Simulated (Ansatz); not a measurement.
Run on TaN (rocksalt type): DFT, PBE, all-electron LAPW, scalar-relativistic (Ansatz 0.2.0). This run: volume at 0.72 of the series' base cell.

The cell comes from a relaxation on PAW files under the same functional, begun from a prototype that needn't be the stable phase.

Command: `ansatz run input.yaml --threads 1 --pin off --max-ram 2048MiB --backend cpu --events-out ev --progress --plain --runs-dir out` It took 41 s on 1 thread of Arm Neoverse V1 (shared host), peak memory 0.53 GiB.

```yaml
crystal:
  lattice:
    - [0.0, 1.9794469404, 1.9794469404]
    - [1.9794469404, 0.0, 1.9794469404]
    - [1.9794469404, 1.9794469404, 0.0]
  atoms:
    - { symbol: Ta, position: [0.0, 0.0, 0.0] }
    - { symbol: "N", position: [0.5, 0.5, 0.5] }
kpoints:
  mp_grid: { grid: [15, 15, 15] }
scf:
  occupations: { method: fermi_dirac, width: 0.08 }
hamiltonian:
  xc: pbe
  pseudopotentials: { kind: all_electron, lapw: { basis_error: 0.001 } }
output:
  forces: true
  stress: true
  eigenvalues: true
  populations: true
```

Output:

```
Ta: projections on atomic orbitals take those of the free atom 1s2 2s2 2p6 3s2 3p6 3d10 4s2 4p6 4d10 4f14 5s2 5p6 5d3 6s2, of charge +0.00 (hamiltonian.pseudopotentials.projection_atoms)
N: projections on atomic orbitals take those of the free atom 1s2 2s2 2p3, of charge +0.00 (hamiltonian.pseudopotentials.projection_atoms)
LAPW: plane waves up to 10.933 Å⁻¹, error target 1.0e-3 eV per atom; small_component_spin mean_spin; N in spheres of 0.823 Å, 7 of its electrons in bands, Dirac shells []; Ta in spheres of 1.157 Å, 45 of its electrons in bands, Dirac shells [] (how accurate: hamiltonian.pseudopotentials.lapw.basis_error, Limitations)
Engine: ansatz 0.2.0
Pseudopotentials: kind: all_electron
Pseudopotential: Ta, LAPW, valence charge 45, lapw/all_electron/scalar/gaussian/Ta, Koelling and Harmon's equation, gaussian nucleus
Pseudopotential: N, LAPW, valence charge 7, lapw/all_electron/scalar/gaussian/N, Koelling and Harmon's equation, gaussian nucleus
Functional definition: PBE
  parameter kappa = 0.804
  parameter beta = 0.06672455060314922
  exchange = pbe_x(kappa = kappa, mu = beta*pi^2/3)
  correlation = pbe_c(beta = beta)
Crystal: 2 atoms, lattice volume = 15.512 Å³
Basis set: ecut = 455.4248206635012 eV, 331 PW (Γ), exchange–correlation at level 2
Bands: 32, of which v1, the nominal top of the filled ones, is band 26 counted from 1 (25 counted from 0)
Symmetry: 48 space group operations
Space group: Fm-3m (ITA 225), of the structure as read, at distance tolerance 2.5e-5 Å
k-points: 120 of 3375
Non-local potential: Ta, projectors of the file, none
Non-local potential: N, projectors of the file, none
Initial density: superposition of atomic densities (chi_scale 0.1, normalization cell, long waves kept (reshape's long-wave potential 0.00 eV rms))
Initial wavefunctions: plane waves of lowest kinetic energy (no species holds an atomic orbital)
Functional: x = pbe(κ = 0.804, μ = 0.2195149727645171), c = pbe(β = 0.06672455060314922)
iter 1 solved again at ethr=9.10e-3 eV; its pass at ethr=1.00e-1 eV (dr2=4.73e0 eV) is discarded
SCF iter   1: F=—  HF=-426059.993423 eV  |F-HF|=—  |Δ(HF+E_count)|=         —  Δρ=1.77e-1  dr2=4.73e0  ethr=9.10e-3  ⟨swp⟩=2.0  Hψ=24502  notcnv=0
preconditioner: auto → Kerker (q_TF=auto, 3.338 Å⁻¹)  [metal: Δε(μ)=0.016 eV  Ē_g=26.731 eV  σ=0.080 eV  W_gap=0.05  n_scr=14 (ndim 8)  ℏωp=51.6 eV  f_vac=0.000  D(μ)=0.50/eV (n_scr^D=0)]
iter 2 solved again at ethr=7.31e-4 eV; its pass at ethr=9.10e-3 eV (dr2=3.80e-1 eV) is discarded
SCF iter   2: F=—  HF=-426057.891879 eV  |F-HF|=—  |Δ(HF+E_count)|=    2.10e0  Δρ=4.74e-2  dr2=3.80e-1  ethr=7.31e-4  ⟨swp⟩=2.0  Hψ=19267  notcnv=0
SCF iter   3: F=—  HF=-426057.856615 eV  |F-HF|=—  |Δ(HF+E_count)|=         —  Δρ=3.76e-2  dr2=2.46e-1  ethr=7.30e-4  ⟨swp⟩=2.0  Hψ=11297  notcnv=0
the basis was enlarged: its passes take 336.4 KiB over the memory plan, 1 of 1 planned eigensolver slots
SCF iter   4: F=—  HF=-426057.834158 eV  |F-HF|=—  |Δ(HF+E_count)|=   2.25e-2  Δρ=1.59e-2  dr2=4.27e-2  ethr=4.73e-4  ⟨swp⟩=2.0  Hψ=11339  notcnv=0
SCF iter   5: F=—  HF=-426057.813878 eV  |F-HF|=—  |Δ(HF+E_count)|=   2.03e-2  Δρ=4.05e-3  dr2=1.07e-3  ethr=8.21e-5  ⟨swp⟩=2.0  Hψ=11524  notcnv=0
SCF iter   6: F=—  HF=-426057.813923 eV  |F-HF|=—  |Δ(HF+E_count)|=   4.51e-5  Δρ=1.02e-3  dr2=1.53e-4  ethr=2.05e-6  ⟨swp⟩=2.0  Hψ=11448  notcnv=0
SCF iter   7: F=—  HF=-426057.813916 eV  |F-HF|=—  |Δ(HF+E_count)|=   6.81e-6  Δρ=3.52e-4  dr2=1.84e-5  ethr=2.94e-7  ⟨swp⟩=2.0  Hψ=11441  notcnv=0
SCF iter   8: F=—  HF=-426057.813914 eV  |F-HF|=—  |Δ(HF+E_count)|=   1.82e-6  Δρ=7.19e-5  dr2=5.86e-7  ethr=3.54e-8  ⟨swp⟩=2.0  Hψ=11441  notcnv=0
SCF iter   9: F=-426057.813914 eV  HF=-426057.813914 eV  |F-HF|=5.73e-8  |Δ(HF+E_count)|=   3.89e-8  Δρ=2.02e-5  dr2=4.89e-8  ethr=1.13e-9  ⟨swp⟩=2.0  Hψ=11441  notcnv=0
SCF 1 converged in 9 iterations: F = -426057.813914 eV  dr2 = 4.89e-8
SCF converged after 9 iterations
Free energy (F): -426057.813914 eV
Harris-Foulkes:  -426057.813914 eV  (|F-HF|=5.73e-8)
Internal energy: -426057.804814 eV  (E = F + TS)
E sigma→0 (E₀):  -426057.809364 eV
Entropy (-TS):   -0.009100 eV (-4.550 meV/atom)
Fermi energy:    37.265230 eV
--- Per-component energies (eV) ---
  E_band       = -5177.440454
  E_kinetic    = 475483.094837
  E_xc         = -8824.133029
  E_electrostatic = -892716.766622  (all electrons and nuclei)
  E_smearing   = -0.009100  (= −TS)
  E_closure    = 0.000000  (closes the sum)
  E_atoms      = -426041.112071  (free atoms, spherical and without spin; not in F)
  Σ components = -426057.813914   (vs F -426057.813914, Δ=0.00e0)
  Basis errors (estimates in eV, not in F): energy 3.5e-4 per atom: plane waves 3.1e-4 (1.7e-4 summed), levels above the bands 1.0e-80, relativity 2.2e-8, radial functions 4.6e-5, core shells 8.3e-12; eigenvalues (radial functions only) 7.3e-6; not estimated: angular momenta, meshes, grids; target (lapw.basis_error) 1.0e-3; muffin-tin radii N 0.823 Å, Ta 1.157 Å
--- Forces (eV/Å), atoms counted from 1 ---
  atom   1  Ta     0.00000000     0.00000000     0.00000000
  atom   2  N      0.00000000    -0.00000000    -0.00000000
  max |Σ_I F_I| component: 5.92e-30 eV/Å
--- Stress (GPa, compression-positive) ---
      219.214741       0.000000      -0.000000
        0.000000     219.214741       0.000000
       -0.000000       0.000000     219.214741
  P = ⅓ Tr σ = 219.2147 GPa (2192.147 kbar)
--- Band table (eV; the first three rows and the last of 120) ---
  k-point 0: bands = ["-498.2046", "-358.7222", "-358.7222", "-358.7222", "-340.9788", "-180.2933", "-180.2933", "-180.2674", "-180.2674", "-180.2674", "-31.9786", "2.0783", "2.0783", "2.0783", "15.9169", "16.6265", "16.6265", "16.6265", "16.6969", "16.8366", "16.8366", "16.8366", "32.6622", "32.6622", "32.6622", "34.1018", "34.1018", "34.1018", "37.4044", "37.4044", "42.0137", "46.4320"]
  k-point 1: bands = ["-498.2046", "-358.7222", "-358.7222", "-358.7222", "-340.9788", "-180.2933", "-180.2933", "-180.2674", "-180.2674", "-180.2674", "-31.9682", "1.9436", "2.0693", "2.0693", "16.1034", "16.6317", "16.6317", "16.6467", "16.7006", "16.8314", "16.8314", "16.8368", "31.8894", "32.0450", "32.0450", "34.3792", "34.3792", "34.5645", "38.0948", "38.0948", "42.3146", "46.9170"]
  k-point 2: bands = ["-498.2046", "-358.7222", "-358.7222", "-358.7222", "-340.9788", "-180.2933", "-180.2933", "-180.2674", "-180.2674", "-180.2674", "-31.9387", "1.5790", "2.0441", "2.0441", "16.4403", "16.6467", "16.6467", "16.7112", "16.8170", "16.8170", "16.8374", "16.8868", "30.5162", "30.8984", "30.8984", "34.9760", "34.9760", "35.1671", "39.6779", "39.6779", "43.0984", "48.2726"]
  k-point 119: bands = ["-498.2046", "-358.7222", "-358.7222", "-358.7222", "-340.9788", "-180.2933", "-180.2933", "-180.2674", "-180.2674", "-180.2674", "-31.6539", "0.5195", "0.5961", "1.1771", "16.5806", "16.7132", "16.7249", "16.7322", "16.7463", "16.7509", "16.8215", "18.5872", "27.7059", "29.4484", "29.6338", "36.4995", "37.5333", "42.8924", "44.6906", "44.8463", "52.0858", "52.6594"]
--- Löwdin populations: 2 sites ---
  site symbol       q [e]
     0     Ta     72.3812
     1      N      7.5448
  spilling = 0.000925 (of n_electrons = 80.000000)
```

populations.tsv:

```
# site	symbol	l	j	q
# orbitals = lowdin
# n_electrons = 80.000000
# spilling = 0.000925
# projection_atom_Ta: 1s2 2s2 2p6 3s2 3p6 3d10 4s2 4p6 4d10 4f14 5s2 5p6 5d3 6s2
# projection_atom_N: 1s2 2s2 2p3
0	Ta	0_1S	-	1.999999
0	Ta	0_2S	-	1.999961
0	Ta	0_3S	-	1.999508
0	Ta	0_4S	-	1.994962
0	Ta	0_5S	-	1.921930
0	Ta	0_6S	-	0.421297
0	Ta	1_2P	-	6.000000
0	Ta	1_3P	-	5.999997
0	Ta	1_4P	-	5.999794
0	Ta	1_5P	-	5.978316
0	Ta	2_3D	-	10.000000
0	Ta	2_4D	-	9.999819
0	Ta	2_5D	-	4.070715
0	Ta	3_4F	-	13.994903
1	N	0_1S	-	1.993063
1	N	0_2S	-	1.344502
1	N	1_2P	-	4.207210
```

Next run (volume at 0.64 of the series' base cell), as changes to the input before:

```diff
   lattice:
-    - [0.0, 1.9794469404, 1.9794469404]
-    - [1.9794469404, 0.0, 1.9794469404]
-    - [1.9794469404, 1.9794469404, 0.0]
+    - [0.0, 1.9032376661, 1.9032376661]
+    - [1.9032376661, 0.0, 1.9032376661]
+    - [1.9032376661, 1.9032376661, 0.0]
   atoms:
   mp_grid: { grid: [15, 15, 15] }
+  band_path:
+    path:
+      - [0.0, 0.0, 0.0]
+      - [0.5, 0.0, 0.5]
+      - [0.625, 0.25, 0.625]
+      - [0.375, 0.375, 0.75]
+      - [0.0, 0.0, 0.0]
+      - [0.5, 0.5, 0.5]
+      - [0.5, 0.25, 0.75]
+      - [0.5, 0.0, 0.5]
+    npoints: 8
 scf:
   populations: true
+  dos: { projected: true, de: 0.2, e_range: [-14, 8] }
```

Command: `ansatz run input.yaml --threads 1 --pin off --max-ram 2048MiB --backend cpu --events-out ev --progress --plain --runs-dir out` It took 46 s on 1 thread of Arm Neoverse V1, on a shared host, peak memory 0.54 GiB.

Results part of the output:

```
SCF 1 converged in 9 iterations: F = -426054.653078 eV  dr2 = 8.78e-9
NSCF: frozen V_eff on 57 k-points
SCF converged after 9 iterations
Free energy (F): -426054.653078 eV
Harris-Foulkes:  -426054.653078 eV  (|F-HF|=2.50e-9)
Internal energy: -426054.645388 eV  (E = F + TS)
E sigma→0 (E₀):  -426054.649233 eV
Entropy (-TS):   -0.007689 eV (-3.845 meV/atom)
Fermi energy:    41.814873 eV
--- Per-component energies (eV) ---
  E_band       = -4937.940049
  E_kinetic    = 475515.481472
  E_xc         = -8829.330518
  E_electrostatic = -892740.796343  (all electrons and nuclei)
  E_smearing   = -0.007689  (= −TS)
  E_closure    = 0.000000  (closes the sum)
  E_atoms      = -426041.112071  (free atoms, spherical and without spin; not in F)
  Σ components = -426054.653078   (vs F -426054.653078, Δ=0.00e0)
  Basis errors (estimates in eV, not in F): energy 3.6e-4 per atom: plane waves 3.1e-4 (1.8e-4 summed), levels above the bands 3.3e-86, relativity 2.8e-8, radial functions 4.8e-5, core shells 7.9e-12; eigenvalues (radial functions only) 9.7e-6; not estimated: angular momenta, meshes, grids; target (lapw.basis_error) 1.0e-3; muffin-tin radii N 0.785 Å, Ta 1.118 Å
--- Forces (eV/Å), atoms counted from 1 ---
  atom   1  Ta    -0.00000000     0.00000000     0.00000000
  atom   2  N      0.00000000    -0.00000000    -0.00000000
  max |Σ_I F_I| component: 1.76e-29 eV/Å
--- Stress (GPa, compression-positive) ---
      381.946186       0.000000       0.000000
        0.000000     381.946186       0.000000
        0.000000       0.000000     381.946186
  P = ⅓ Tr σ = 381.9462 GPa (3819.462 kbar)
--- Band table (eV; the first three rows and the last of 120) ---
  k-point 0: bands = ["-493.3641", "-353.8805", "-353.8805", "-353.8805", "-336.2643", "-175.4529", "-175.4529", "-175.4264", "-175.4264", "-175.4264", "-27.5193", "6.8222", "6.8222", "6.8222", "19.6866", "21.3528", "21.3528", "21.3528", "21.4509", "21.6671", "21.6671", "21.6671", "37.0069", "37.0069", "37.0069", "38.1467", "38.1467", "38.1467", "41.9793", "41.9793", "48.0703", "50.9703"]
  k-point 1: bands = ["-493.3641", "-353.8805", "-353.8805", "-353.8805", "-336.2643", "-175.4529", "-175.4529", "-175.4264", "-175.4264", "-175.4264", "-27.5023", "6.6170", "6.8102", "6.8102", "19.9485", "21.3596", "21.3604", "21.3604", "21.4561", "21.6593", "21.6593", "21.6674", "36.0922", "36.2524", "36.2524", "38.4805", "38.4805", "38.7540", "42.8020", "42.8020", "48.3658", "51.5207"]
  k-point 2: bands = ["-493.3641", "-353.8805", "-353.8805", "-353.8805", "-336.2643", "-175.4529", "-175.4529", "-175.4264", "-175.4264", "-175.4264", "-27.4540", "6.0727", "6.7762", "6.7762", "20.6169", "21.3824", "21.3824", "21.4217", "21.4720", "21.6380", "21.6380", "21.6683", "34.6195", "34.9173", "34.9173", "39.1586", "39.1586", "39.4650", "44.6442", "44.6442", "49.1388", "53.0649"]
  k-point 119: bands = ["-493.3641", "-353.8805", "-353.8805", "-353.8805", "-336.2643", "-175.4529", "-175.4529", "-175.4264", "-175.4264", "-175.4263", "-26.9808", "4.5791", "4.6826", "5.4974", "21.1481", "21.4762", "21.5041", "21.5114", "21.5409", "21.5476", "21.6393", "22.7163", "31.4697", "33.7970", "34.1342", "41.0147", "42.1455", "48.4347", "50.6895", "51.0068", "58.9060", "58.9258"]
--- Löwdin populations: 2 sites ---
  site symbol       q [e]
     0     Ta     72.4486
     1      N      7.4728
  spilling = 0.000982 (of n_electrons = 80.000000)
```

Next run (volume at 0.55 of the series' base cell), as changes to the input before:

```diff
   lattice:
-    - [0.0, 1.9032376661, 1.9032376661]
-    - [1.9032376661, 0.0, 1.9032376661]
-    - [1.9032376661, 1.9032376661, 0.0]
+    - [0.0, 1.8094805914, 1.8094805914]
+    - [1.8094805914, 0.0, 1.8094805914]
+    - [1.8094805914, 1.8094805914, 0.0]
   atoms:
```

Command: `ansatz run input.yaml --threads 1 --pin off --max-ram 2048MiB --backend cpu --events-out ev --progress --plain --runs-dir out` It took 54 s on 1 thread of Arm Neoverse V1, on a shared host, peak memory 0.57 GiB.

Results part of the output:

```
SCF 1 converged in 9 iterations: F = -426048.290726 eV  dr2 = 8.34e-9
NSCF: frozen V_eff on 57 k-points
SCF converged after 9 iterations
Free energy (F): -426048.290726 eV
Harris-Foulkes:  -426048.290726 eV  (|F-HF|=1.20e-8)
Internal energy: -426048.284158 eV  (E = F + TS)
E sigma→0 (E₀):  -426048.287442 eV
Entropy (-TS):   -0.006568 eV (-3.284 meV/atom)
Fermi energy:    48.339158 eV
--- Per-component energies (eV) ---
  E_band       = -4597.257336
  E_kinetic    = 475567.381613
  E_xc         = -8836.925042
  E_electrostatic = -892778.740729  (all electrons and nuclei)
  E_smearing   = -0.006568  (= −TS)
  E_closure    = 0.000000  (closes the sum)
  E_atoms      = -426041.112071  (free atoms, spherical and without spin; not in F)
  Σ components = -426048.290726   (vs F -426048.290726, Δ=0.00e0)
  Basis errors (estimates in eV, not in F): energy 3.6e-4 per atom: plane waves 3.1e-4 (1.7e-4 summed), levels above the bands 3.3e-94, relativity 3.1e-8, radial functions 4.9e-5, core shells 3.3e-12; eigenvalues (radial functions only) 9.3e-6; not estimated: angular momenta, meshes, grids; target (lapw.basis_error) 1.0e-3; muffin-tin radii N 0.740 Å, Ta 1.070 Å
--- Forces (eV/Å), atoms counted from 1 ---
  atom   1  Ta     0.00000000    -0.00000000     0.00000000
  atom   2  N      0.00000000    -0.00000000    -0.00000000
  max |Σ_I F_I| component: 8.41e-30 eV/Å
--- Stress (GPa, compression-positive) ---
      702.023239      -0.000000       0.000000
       -0.000000     702.023239       0.000000
        0.000000       0.000000     702.023239
  P = ⅓ Tr σ = 702.0232 GPa (7020.232 kbar)
--- Band table (eV; the first three rows and the last of 120) ---
  k-point 0: bands = ["-486.5042", "-347.0191", "-347.0191", "-347.0191", "-329.5147", "-168.5951", "-168.5951", "-168.5664", "-168.5664", "-168.5664", "-21.3867", "13.5686", "13.5686", "13.5686", "25.4812", "27.9961", "27.9961", "27.9961", "28.1494", "28.5149", "28.5149", "28.5149", "43.3765", "43.3765", "43.3765", "43.9158", "43.9158", "43.9158", "48.5347", "48.5347", "56.7641", "57.4708"]
  k-point 1: bands = ["-486.5042", "-347.0191", "-347.0191", "-347.0191", "-329.5147", "-168.5951", "-168.5951", "-168.5664", "-168.5664", "-168.5664", "-21.3562", "13.2298", "13.5515", "13.5515", "25.8558", "27.9970", "28.0072", "28.0072", "28.1575", "28.5019", "28.5019", "28.5153", "42.1748", "42.3786", "42.3786", "44.3537", "44.3537", "44.8199", "49.5711", "49.5711", "57.0549", "58.1113"]
  k-point 2: bands = ["-486.5042", "-347.0191", "-347.0191", "-347.0191", "-329.5147", "-168.5951", "-168.5951", "-168.5664", "-168.5664", "-168.5664", "-21.2691", "12.3614", "13.5036", "13.5036", "26.7983", "28.0260", "28.0401", "28.0401", "28.1824", "28.4671", "28.4671", "28.5167", "40.6011", "40.7665", "40.7665", "45.1387", "45.1387", "45.6693", "51.8026", "51.8026", "57.8161", "59.9152"]
  k-point 119: bands = ["-486.5042", "-347.0191", "-347.0191", "-347.0191", "-329.5147", "-168.5951", "-168.5950", "-168.5664", "-168.5664", "-168.5663", "-20.3921", "10.1094", "10.2555", "11.4553", "27.3580", "28.1797", "28.2532", "28.2604", "28.3218", "28.3328", "28.4644", "29.1020", "36.9783", "40.2622", "40.8598", "47.5908", "48.8199", "56.4245", "59.3388", "60.0319", "67.8707", "68.6371"]
--- Löwdin populations: 2 sites ---
  site symbol       q [e]
     0     Ta     72.5385
     1      N      7.3737
  spilling = 0.001097 (of n_electrons = 80.000000)
```

Spin–orbit coupling is left out, which matters for the heavy atoms.
